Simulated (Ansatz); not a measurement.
**Question.** Each is relaxed and computed with plane-wave PAW r²SCAN (Ansatz code). Which is the only one with a gap?
A. YSi, CsCl type
B. Y2C, anti-CdI2 type
C. Ba2YHO3, I4mm (Pearson symbol tI14)
D. Y3Si5, P-62m (Y on 3f, Si on 2d, Si on 3g)

**Answer.** C, Ba2YHO3, I4mm (Pearson symbol tI14). Ba2YHO3: gap 4.14 eV (indirect); YSi: metal; Y3Si5: metal; Y2C: metal. Constructed cells (a structure type filled with these elements, in neither database checked): YSi, CsCl type; Y2C, anti-CdI2 type. Typed or built starts, not in the databases checked: Ba2YHO3, I4mm (Pearson symbol tI14); Y3Si5, P-62m (Y on 3f, Si on 2d, Si on 3g). Unstable at this level: YSi, CsCl type. All cells were relaxed under the symmetry of their starts (and spin orders); stability against distortions was not tested throughout. Named crystals with no word on spin ran without spin polarisation. Spin–orbit coupling is left out wherever it is not named.

Potentials: the earlier of the program's two PAW sets. The files were generated under PBE; for other functionals the program regenerates the frozen cores, and for LDA and PBEsol the local potential too.
